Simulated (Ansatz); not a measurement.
Here is an unrelaxed guess for LaWI.

```
CELL_PARAMETERS angstrom
4.15722 0.00000 0.00000
0.00000 4.17176 0.00000
0.00000 0.00000 9.34168
ATOMIC_POSITIONS crystal
La 0.50000 0.00000 0.72193
La 0.00000 0.50000 0.27807
W 0.50000 0.00000 0.37565
W 0.00000 0.50000 0.62435
I 0.00000 0.00000 0.00165
I 0.50000 0.50000 0.99835
```

The calculation used Ansatz 0.2.0, DFT PBE, scalar-relativistic, plane waves, PAW. Plane waves to 420 eV, a k mesh through Γ of 4×4×2 on the computed 6-atom cell and Gaussian smearing (0.10 eV); no spin polarisation.

The zero of energy is the elements' standard structures at the same level; no fitted shifts are applied.

Problem. What does a single point on this coarse mesh give?

Solution. The pressure is 4.6 GPa (the mean over three directions, positive in compression), the largest force is 2.20 eV/Å, and the energy is +1.42 eV/atom against the elements. The shortest distance is 2.94 Å.

Problem. Is it a good guess?

Solution. A poor one: relaxing gains about 1.5 eV/atom (the start's value is from the coarse mesh, so the gain is rough) in 42 ionic steps and ends at −0.09 eV/atom on the finer mesh. The symmetry stays Pmmn (No. 59). The volume per atom grows by 23.1 %, from 27.0 to 33.2 Å³. The shortest distance goes from 2.94 Å (I–I) to 2.71 Å (W–W). Conventional cell: a = 3.703 Å, b = 3.712 Å, c = 14.503 Å. La is surrounded by 1 W at 3.06 Å, 2 I at 3.12 Å, 4 W at 3.53 Å and 4 La at 3.70–3.71 Å; W is surrounded by 4 W at 2.71 Å, 1 La at 3.06 Å and 4 La at 3.53 Å; around I lie 2 La at 3.12 Å and 4 I at 3.70–3.71 Å.

The last run used a 10×10×4 mesh (in the run's order of axes) for its 6-atom cell and Gaussian smearing of 0.10 eV. No dispersion correction is applied, so the spacing and binding between layers, chains or molecules are poorly described. These runs have no spin–orbit coupling, which can matter for I and W. The reference form of I is held partly by dispersion forces, which this level lacks. The relaxation can't lower the symmetry of the start, and the grade says only how near the guess is to its own end. A structure relaxed within its symmetry needn't be a true minimum.
